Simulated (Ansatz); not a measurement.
# GdMn3 (AuCu3-type structure)

Level of theory: DFT, PBE+U (U_eff = 6 eV on Gd 4f), scalar-relativistic, collinear spin; plane waves to 420 eV with PAW datasets (Ansatz 0.2.0), Γ-centred 8×8×8 mesh, 0.05 eV Gaussian smearing. The datasets are Ansatz's generated set soft_2.

```cif
data_structure
_symmetry_space_group_name_H-M 'P 1'
_symmetry_Int_Tables_number 1
_cell_length_a 4.1306
_cell_length_b 4.1306
_cell_length_c 4.1306
_cell_angle_alpha 90.000
_cell_angle_beta 90.000
_cell_angle_gamma 90.000
_cell_volume 70.47
loop_
_atom_site_label
_atom_site_type_symbol
_atom_site_fract_x
_atom_site_fract_y
_atom_site_fract_z
_atom_site_occupancy
Gd1 Gd 0.00000 0.00000 0.00000 1
Mn1 Mn 0.00000 0.50000 0.50000 1
Mn2 Mn 0.50000 0.50000 0.00000 1
Mn3 Mn 0.50000 0.00000 0.50000 1
```

The cell came from substitution into a structure type; whether the compound takes it is for experiment to say.

Magnetic state: ferrimagnetic, site spin moments Gd 7.23; Mn -3.38 μB.

Problem. Which orbitals carry the states at the Fermi level, and how many states are there?

Solution. Within 0.1 eV of it: Mn 3d 73 %, Gd 5d 18 % (shares among the projected shells). The density of states at the Fermi level is about 2.8 states/eV per cell, averaged over 0.3 eV.

Density of states (tetrahedra, averaged over 0.3 eV; states/eV per cell of 4 atoms; energy in eV from the Fermi level):

```tsv
E (eV)	DOS
-7.30	0.0
-7.00	23.3
-6.70	0.0
-6.40	0.1
-6.10	0.2
-5.80	0.3
-5.50	0.4
-5.20	0.4
-4.90	0.5
-4.60	0.7
-4.30	0.9
-4.00	1.6
-3.70	2.2
-3.40	3.8
-3.10	5.4
-2.80	5.7
-2.50	7.0
-2.20	6.2
-1.90	10.6
-1.60	8.9
-1.30	6.3
-1.00	6.2
-0.70	6.1
-0.40	4.2
-0.10	2.6
0.20	3.3
0.50	4.6
0.80	4.5
1.10	7.2
1.40	6.1
1.70	6.1
2.00	5.5
2.30	4.5
2.60	2.4
2.90	2.7
3.20	4.9
3.50	4.7
3.80	2.2
4.10	17.0
4.40	7.4
4.70	1.9
5.00	1.7
5.30	2.8
5.60	1.4
5.90	2.1
```

Open d and f shells can converge to several self-consistent states; this is the one that the run reached. For elements this heavy, spin–orbit coupling would shift levels and gaps; it isn't included here. Site moments are of spin, integrated over atomic spheres. A U of this size is made for insulators; in a metal, as here, it tends to take f weight out of the bonding and to swell the cell.
